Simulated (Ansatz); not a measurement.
## Profile along the Re–Re line in Re (hcp, Mg type)

Re (hcp, Mg type), conventional cell a = b = 2.758 Å, c = 4.463 Å, α = β = 90.00°, γ = 120.00°. The calculation uses the primitive cell of 2 atoms, to which meshes and values per cell refer.

Fields along a shortest Re–Re line of a (1 -1 0 0) plane (2.76 Å), from Re to Re, interpolated on the slice's grid (step about 0.2 Å). Calculation: r2SCAN (plane waves to 500 eV, PAW, scalar-relativistic; Ansatz, a first-principles code). k mesh 19×19×11. Near the nuclei the fields are pseudised (PAW); where an atom keeps semicore shells as valence, they peak there. Re is run without spin polarisation. Re was relaxed with its symmetry unable to fall. Spin-orbit coupling is left out, though Re is heavy.

| distance from Re (Å) | valence electron density (e/Å³) | electron localisation function |
|---|---|---|
| 0.00 | 6.33 | x |
| 0.14 | 6.64 | x |
| 0.28 | 6.92 | x |
| 0.41 | 6.31 | x |
| 0.55 | 4.70 | 0.73 |
| 0.69 | 2.88 | 0.64 |
| 0.83 | 1.54 | 0.45 |
| 0.97 | 0.85 | 0.29 |
| 1.10 | 0.55 | 0.27 |
| 1.24 | 0.45 | 0.34 |
| 1.38 | 0.42 | 0.36 |
| 1.52 | 0.45 | 0.34 |
| 1.66 | 0.55 | 0.27 |
| 1.79 | 0.85 | 0.29 |
| 1.93 | 1.54 | 0.45 |
| 2.07 | 2.88 | 0.64 |
| 2.21 | 4.70 | 0.73 |
| 2.35 | 6.31 | x |
| 2.48 | 6.92 | x |
| 2.62 | 6.64 | x |
| 2.76 | 6.33 | x |

x: too close to a nucleus for the ELF to mean much.

Density on the Re–Re line (2.76 Å) at its midpoint: 0.42 e/Å³. ELF at that point: 0.4.
